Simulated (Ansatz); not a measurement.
Cs2HgF4:
```yaml
crystal:
  lattice:
    - [-2.32291, 2.32291, 7.25337]
    - [2.32291, -2.32291, 7.25337]
    - [2.32291, 2.32291, -7.25337]
  atoms:
    - { symbol: Cs, position: [0.35682, 0.35682, 0.00000] }
    - { symbol: Cs, position: [0.64318, 0.64318, 0.00000] }
    - { symbol: Hg, position: [0.00000, 0.00000, 0.00000] }
    - { symbol: F, position: [0.15450, 0.15450, 0.00000] }
    - { symbol: F, position: [0.84550, 0.84550, 0.00000] }
    - { symbol: F, position: [0.00000, 0.50000, 0.50000] }
    - { symbol: F, position: [0.50000, 0.00000, 0.50000] }
```

r²SCAN (plane waves, PAW; program Ansatz) gives a gap of 2.59 eV without spin–orbit coupling, maximum at X, minimum at Γ.

**Question.** What happens when spin–orbit coupling is switched on?

**Answer.** The gap shrinks by 0.11 eV, to 2.48 eV; maximum at X, minimum at Γ.

**Question.** Give the electron effective mass with spin–orbit coupling.

**Answer.** 0.59, 0.59, 0.69 mₑ (principal values).

Space group I4/mmm. The first step of the workflow began from a Materials Project structure, measured or hypothetical; the Crystallography Open Database copy checked does not list it. Its standing as an ambient phase is unchecked. Symmetry was held in the r²SCAN relaxation; its stability against distortions is not shown here.

Potentials: the later of the program's two PAW sets.
